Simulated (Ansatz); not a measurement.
With DFT-PBE in the program Ansatz with PAW potentials, Ga in the α-Ga structure (Cmce) relaxes to a = 4.582 Å, b = 7.743 Å, c = 4.583 Å.

Electronic character: metallic (no gap).

The PBE relaxation kept the symmetry of its start. Axis ratios of metals converge slowly with the k-mesh, so a and c are less sure than the volume. Spin–orbit coupling is left out wherever it is not named.

Potentials: the earlier of the program's two PAW sets.
